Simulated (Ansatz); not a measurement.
Input and command of a plane-wave DFT calculation in Ansatz:

```yaml
crystal:
  lattice:
    - [-2.161, 3.215, 3.7585]
    - [2.161, -3.215, 3.7585]
    - [2.161, 3.215, -3.7585]
  atoms:
    - { symbol: Cs, position: [0.25, 0.25, 0.0] }
    - { symbol: Cs, position: [0.75, 0.75, 0.0] }
    - { symbol: O, position: [0.62, 0.0, 0.62] }
    - { symbol: O, position: [0.38, 0.0, 0.38] }
basis:
  ecutwfc: 500
kpoints:
  mp_grid: { grid: [8, 8, 8] }
hamiltonian:
  xc: r2scan
scf:
  occupations: { method: gaussian, width: 0.02 }
output:
  forces: true
  stress: true
  eigenvalues: true
  populations: true
```

```bash
ansatz run input.yaml --threads 1 --pin off --max-ram 2560MiB --backend cpu --events-out ev --progress --plain --runs-dir out
```

Processor: Arm Neoverse V2, 1 thread, on a host shared with other jobs.

Question: How long does it run, and how much memory does it take?

Answer: About 30 s on 1 thread of Arm Neoverse V2, on a shared host, peak memory 0.75 GiB. It solves 19 bands at 95 k points (the mesh reduced by symmetry) with about 2629 plane waves, in 7 SCF iterations.
